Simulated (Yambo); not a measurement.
```
CELL_PARAMETERS angstrom
      5.06907     0.00000     0.00000
     -2.53453     4.38994     0.00000
      0.00000     0.00000     8.55849
ATOMIC_POSITIONS crystal
  O  0.00000 0.42126 0.00000
  O  0.57874 0.00000 0.50000
  O  0.57874 0.57874 0.00000
  O  0.00000 0.57874 0.50000
  O  0.42126 0.00000 0.00000
  O  0.42126 0.42126 0.50000
  O  0.66667 0.33333 0.75000
  O  0.33333 0.66667 0.25000
  Si 0.66667 0.33333 0.93713
  Si 0.33333 0.66667 0.43713
  Si 0.66667 0.33333 0.56287
  Si 0.33333 0.66667 0.06287
```

Response from Yambo on PBEsol (pw.x of Quantum ESPRESSO, ONCV potentials, scalar-relativistic) bands: 6×6×2 mesh, 143 bands, 3 Ry local-field block, 0.2 eV broadening.

**Question.** Give the static electronic dielectric constant without and with local fields along each axis.

**Answer.** 
```json
[
 {"field along": "x", "ε(0), independent particles": "2.22", "ε(0), RPA with local fields": "2.08", "refractive index √ε": "1.44"},
 {"field along": "z", "ε(0), independent particles": "2.23", "ε(0), RPA with local fields": "2.09", "refractive index √ε": "1.45"}
]
```
Electronic (clamped-ion) response only. PBEsol gaps are usually too small, which raises these values. Convergence of the RPA response with its 6×6×2 mesh was not tested. x, y and z are Cartesian axes of the cell as given.

Geometry of the Materials Project entry, not relaxed at this level.

This is not the ordinary phase of the substance; no match was found in the copy of COD used, and its stability was not checked.
